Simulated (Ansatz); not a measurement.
What a change of settings does to a run on TePd

Structure from Materials Project entry mp-564 (possibly hypothetical), not relaxed further.

First run: DFT, PBEsol, all-electron PAW with datasets made for the crystal, scalar-relativistic (Ansatz 0.2.0).

Command: `ansatz run input.yaml --threads 1 --pin off --max-ram 4096MiB --backend cpu --events-out ev --progress --plain --runs-dir out` The run took 34 s on 1 thread of Arm Neoverse V2, on a shared host, peak memory 0.66 GiB.

```yaml
crystal:
  lattice:
    - [4.1820076164, 0.0, 0.0]
    - [-2.0910038082, 3.6217248346, 0.0]
    - [0.0, 0.0, 5.73799994]
  atoms:
    - { symbol: Te, position: [0.3333333333, 0.6666666667, 0.25] }
    - { symbol: Te, position: [0.6666666667, 0.3333333333, 0.75] }
    - { symbol: Pd, position: [0.0, 0.0, 0.0] }
    - { symbol: Pd, position: [0.0, 0.0, 0.5] }
kpoints:
  mp_grid: { grid: [9, 9, 6] }
  band_path:
    path:
      - [0.0, 0.0, 0.0]
      - [0.5, 0.0, 0.0]
      - [0.3333333333, 0.3333333333, 0.0]
      - [0.0, 0.0, 0.0]
      - [0.0, 0.0, 0.5]
      - [0.5, 0.0, 0.5]
      - [0.3333333333, 0.3333333333, 0.5]
      - [0.0, 0.0, 0.5]
      - [0.5, 0.0, 0.5]
    npoints: 8
scf:
  occupations: { method: fermi_dirac, width: 0.05 }
hamiltonian:
  xc: pbesol
  pseudopotentials: { kind: all_electron, datasets: crystal }
output:
  forces: true
  stress: true
  eigenvalues: true
  efg: { contact_densities: true }
```

Result: converged; pressure -3.57 GPa; no gap on the k mesh; 10 SCF iterations.

Spin polarisation is left out, and whether a magnetic state lies lower isn't shown here.

Spin–orbit coupling is left out, though it moves levels of the heavy atoms by tenths of an eV or more.

A second input differs as follows:

```diff
@@ -1,7 +1,7 @@
 crystal:
   lattice:
-    - [4.1820076164, 0.0, 0.0]
-    - [-2.0910038082, 3.6217248346, 0.0]
-    - [0.0, 0.0, 5.73799994]
+    - [2.92740533, 0.0, 0.0]
+    - [-1.46370267, 2.53520738, 0.0]
+    - [0.0, 0.0, 4.01659996]
   atoms:
     - { symbol: Te, position: [0.3333333333, 0.6666666667, 0.25] }
@@ -25,4 +25,5 @@
 scf:
   occupations: { method: fermi_dirac, width: 0.05 }
+  max_iter: 75
 hamiltonian:
   xc: pbesol
```

**Question.** What is wrong with it, and what does the program do?

**Answer.** The fault is a lattice far too small. The run converged; pressure 1399.6 GPa; no gap on the k mesh; 9 SCF iterations. The numbers describe a strongly squeezed or stretched cell, not the crystal at ambient pressure. The log ends:
```
            electrostatic potential = -7286.438906 V   contact ρ = 864433.254317 e/Å³
--- Band table (eV; the first three rows and the last of 48) ---
  k-point 0: bands = ["-105.9456", "-105.9401", "-56.2964", "-56.2964", "-56.2864", "-56.2864", "-56.2323", "-56.1786", "-34.8024", "-33.9339", "-3.4966", "-1.2398", "-1.2398", "-0.5844", "-0.5844", "1.1238", "14.9633", "14.9633", "15.0987", "15.0987", "15.6247", "15.7637", "15.9125", "15.9125", "16.1139", "16.1139", "31.4578", "39.4310", "39.8130", "39.8814", "39.8814", "42.7028", "42.7028", "43.1322", "45.9617", "45.9617", "49.2783", "49.2783", "56.1924", "57.9823", "57.9823", "58.9656", "59.7546", "62.5852", "62.5852", "65.7694"]
  k-point 1: bands = ["-105.9452", "-105.9405", "-56.2957", "-56.2957", "-56.2871", "-56.2871", "-56.2287", "-56.1822", "-34.7475", "-33.9956", "-3.2217", "-1.1984", "-1.1984", "-0.6311", "-0.6311", "0.7677", "15.0299", "15.0299", "15.1531", "15.1531", "15.6467", "15.7637", "15.8661", "15.8661", "16.0339", "16.0339", "31.7751", "38.0286", "40.2281", "40.2281", "40.4571", "42.9642", "42.9642", "44.4799", "45.4603", "45.4603", "48.4188", "48.4188", "56.3248", "57.7569", "58.8998", "58.8998", "59.2256", "63.3117", "63.3117", "64.5262"]
  k-point 2: bands = ["-105.9442", "-105.9415", "-56.2939", "-56.2939", "-56.2889", "-56.2889", "-56.2189", "-56.1921", "-34.5952", "-34.1615", "-2.4511", "-1.0836", "-1.0836", "-0.7564", "-0.7564", "-0.1613", "15.2107", "15.2107", "15.2928", "15.2928", "15.6945", "15.7420", "15.7420", "15.7583", "15.8272", "15.8272", "32.6765", "35.9148", "41.2084", "41.2084", "42.2301", "43.7407", "43.7407", "44.1983", "44.1983", "45.6666", "46.6792", "46.6792", "56.2459", "56.8903", "58.1467", "60.8630", "60.8630", "61.1974", "64.5214", "64.5214"]
  k-point 47: bands = ["-105.9421", "-105.9421", "-56.3055", "-56.3055", "-56.3007", "-56.3007", "-56.1981", "-56.1981", "-34.3575", "-34.3575", "-1.3383", "-1.3383", "-1.1294", "-1.1294", "-0.9044", "-0.9044", "15.3733", "15.3733", "15.4790", "15.4790", "15.5765", "15.5765", "15.7456", "15.7456", "16.0075", "16.0075", "36.9993", "36.9993", "39.5838", "39.5838", "43.2575", "43.2575", "44.7258", "44.7258", "45.2395", "45.2395", "47.5803", "47.5803", "51.4866", "51.4866", "52.2204", "52.2204", "63.5714", "63.5714", "66.4555", "66.4555"]
```
